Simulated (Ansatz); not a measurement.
A structure of PbSe relaxed with PBEsol (plane waves to 420 eV, PAW, scalar-relativistic; Ansatz, a quantum-chemistry and plane-wave program); single points at other levels follow on the same geometry (Ansatz, PAW; PBEsol+SOC at 420 eV on a 9×9×9 k-mesh; spin-orbit coupling only where +SOC is written). Space group Fm-3m (No. 225).

```
CELL_PARAMETERS angstrom
      0.00000     3.05080     3.05080
      3.05080     0.00000     3.05080
      3.05080     3.05080     0.00000
ATOMIC_POSITIONS crystal
  Se 0.00000 0.00000 0.00000
  Pb 0.50000 0.50000 0.50000
```

| level | gap (eV) | kind | conduction minimum |
|---|---|---|---|
| PBEsol | 0.17 | direct | L |
| PBEsol+SOC | … | … | … |

Some entries are withheld; supply them.


- PBEsol+SOC, gap (eV): 0.31
- PBEsol+SOC, kind: direct
- PBEsol+SOC, conduction minimum: L

The shift from spin-orbit coupling is approximate. No spin polarisation in the result.

The run could not lose the symmetry of its start.

All atoms sit on sites fixed by symmetry, so only the cell could relax.
